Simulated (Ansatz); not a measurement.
Problem. Name crystals whose computed values (the program Ansatz at the PBEsol level (PAW)) fall in these windows: highest Γ mode, no LO–TO term (cm⁻¹) 670 to 910; B₀ by P(V) fit (GPa) 170 to 210.

Solution. 

```csv
crystal,"highest Γ mode, no LO–TO term (cm⁻¹)",B₀ by P(V) fit (GPa)
"Nb2AlB2, P-6m2 (Nb on 2h, Al on 1a, B on 1b, B on 1f)",786,191
"Ge3N4, P6_3/m (Ge on 6h, N on 2c, N on 6h)",891,186
"AlCr2C, P6_3/mmc (Al on 2d, Cr on 4f, C on 2a)",698,201
"BP, P6_422 (B on 3c, P on 3d)",774,181
"GaN, P4_2/mnm (Ga on 4g, N on 4f)",729,174
```
Others may fit too.

Typed or built starts, not in the databases checked: Nb2AlB2, P-6m2 (Nb on 2h, Al on 1a, B on 1b, B on 1f); BP, P6_422 (B on 3c, P on 3d); GaN, P4_2/mnm (Ga on 4g, N on 4f). Not the usual ambient phase: BP, P6_422 (B on 3c, P on 3d); GaN, P4_2/mnm (Ga on 4g, N on 4f). All cells were relaxed under the symmetry of their starts (and spin orders); stability against distortions was not tested throughout. Named crystals with no word on spin ran without spin polarisation. Scalar-relativistic: spin–orbit coupling is off unless named, which matters more the heavier the elements.

Potentials: the earlier of the program's two PAW sets. The files were generated under PBE; for other functionals the program regenerates the frozen cores, and for LDA and PBEsol the local potential too.
